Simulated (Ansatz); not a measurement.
Molecular dynamics on a 2×2×1 supercell (16 atoms) of LuGaP2 (ordering on rocksalt), relaxed with r2SCAN. Forces come from PBE in the PAW code Ansatz: a Langevin thermostat at fixed volume, 800 K, steps of 3 fs. Classical nuclei, no spin polarisation; a few dozen steps show the first response, not equilibrium. The structure comes from a prototype and may be hypothetical.

```yaml
crystal:
  lattice:
    - [7.5394575797, 0.0, 0.0]
    - [0.0, 7.5394575797, 0.0]
    - [0.0, 0.0, 5.5387272645]
  atoms:
    - { symbol: Ga, position: [0.0, 0.0, 0.0] }
    - { symbol: P, position: [0.0, 0.0, 0.5] }
    - { symbol: Lu, position: [0.25, 0.25, 0.5] }
    - { symbol: P, position: [0.25, 0.25, 0.0] }
    - { symbol: Ga, position: [0.0, 0.5, 0.0] }
    - { symbol: P, position: [0.0, 0.5, 0.5] }
    - { symbol: Lu, position: [0.25, 0.75, 0.5] }
    - { symbol: P, position: [0.25, 0.75, 0.0] }
    - { symbol: Ga, position: [0.5, 0.0, 0.0] }
    - { symbol: P, position: [0.5, 0.0, 0.5] }
    - { symbol: Lu, position: [0.75, 0.25, 0.5] }
    - { symbol: P, position: [0.75, 0.25, 0.0] }
    - { symbol: Ga, position: [0.5, 0.5, 0.0] }
    - { symbol: P, position: [0.5, 0.5, 0.5] }
    - { symbol: Lu, position: [0.75, 0.75, 0.5] }
    - { symbol: P, position: [0.75, 0.75, 0.0] }
kpoints:
  mp_grid: { grid: [2, 2, 2] }
hamiltonian:
  xc: pbe
scf:
  occupations: { method: fermi_dirac, width: 0.069 }
md:
  ensemble: nvt_langevin
  temperature: 800
  timestep: 3.0
  n_steps: 40
  initial_velocities: maxwell_boltzmann
  seed: 9959
```

Run as `ansatz run input.yaml --threads 4 --pin off --max-ram 3686MiB --backend cpu --events-out ev --progress --plain --runs-dir out`.

Task: What wall time did it need on 4 threads of Arm Neoverse N1 (shared host), and how much host memory at the peak?

Result: About 7.3 min, with a peak of 1.3 GiB.

```csv
step,t (fs),T (K),free energy F from step 0 (meV/atom),kinetic energy (meV/atom),largest force (eV/Å)
0,0,750,0.0,96.9,0.00
1,3,747,0.8,96.6,0.31
2,6,729,3.0,94.2,0.61
3,9,732,6.3,94.6,0.87
4,12,697,10.2,90.1,1.08
5,15,745,14.5,96.4,1.29
6,18,707,19.1,91.3,1.48
7,21,653,23.2,84.4,1.57
8,24,679,26.1,87.8,1.72
9,27,695,27.9,89.9,1.76
10,30,640,29.3,82.7,1.72
11,33,648,30.0,83.8,1.69
12,36,685,30.4,88.5,1.65
13,39,748,31.7,96.7,1.58
14,42,722,33.9,93.3,1.46
15,45,760,36.9,98.3,1.52
16,48,738,40.9,95.4,1.70
17,51,647,45.8,83.6,1.87
18,54,594,50.5,76.8,2.00
19,57,559,54.0,72.2,2.08
20,60,482,56.3,62.3,2.14
21,63,586,57.5,75.8,2.16
22,66,603,57.1,78.0,2.13
23,69,642,55.7,83.0,2.09
24,72,622,53.7,80.5,2.03
25,75,618,51.5,79.8,1.94
26,78,620,49.7,80.1,1.84
27,81,728,48.6,94.1,1.75
28,84,851,48.4,110.0,1.62
29,87,893,50.0,115.5,1.61
30,90,875,53.4,113.1,1.75
31,93,845,59.0,109.2,1.90
32,96,811,66.7,104.8,2.07
33,99,707,75.4,91.4,2.22
34,102,620,84.3,80.1,2.33
35,105,544,92.2,70.4,2.38
36,108,531,98.6,68.7,2.45
37,111,532,104.0,68.8,2.63
38,114,549,107.1,70.9,2.70
39,117,553,108.1,71.5,2.62
40,120,622,107.8,80.4,2.64
```

The temperature starts at 750 K, is lowest at step 20 (482 K, 60 fs) and ends at 622 K. The thermostat hasn't had time to restore it. The atoms start on their lattice sites with kinetic energy alone, so much of it first passes into potential energy. By the last step the atoms have moved 0.40 Å in the root mean square, the drift of the whole cell taken out, 0.70 Å at most.

Positions (Å) and forces (eV/Å) at step 40:
```
Ga   0.236   0.056   0.180    -0.357   0.240   0.042
P   -0.128   0.032   3.017     0.975  -0.473  -0.382
Lu   1.736   1.948   3.079     0.624   0.344  -1.015
P    1.263   2.288   0.141     0.644  -0.796   0.783
Ga  -0.174   3.982  -0.469     0.858  -1.413  -1.665
P   -0.179   3.821   2.569     0.566   0.077   0.974
Lu   1.927   5.795   2.522    -1.685   0.357  -0.061
P    1.804   5.614  -0.261     0.524   0.582   0.235
Ga   3.737  -0.314  -0.193    -0.372  -0.436   0.195
P    3.660   0.145   2.231    -0.560  -0.132   0.484
Lu   5.646   1.778   2.630    -0.656   1.831  -0.806
P    5.373   1.303  -0.277     0.426   1.090   0.361
Ga   3.888   4.082   0.115     0.036  -0.400  -0.232
P    3.657   4.004   2.510     0.297  -2.524   0.718
Lu   5.553   5.681   2.783     0.438   0.291   0.660
P    6.069   5.600   0.157    -1.760   1.362  -0.292
```

Where bands overlap the cell is a metal at that level, and these k meshes limit energies, forces and stress. Overlaps of a few tenths of an eV in semilocal functionals can be an artefact that a hybrid or GW lifts.
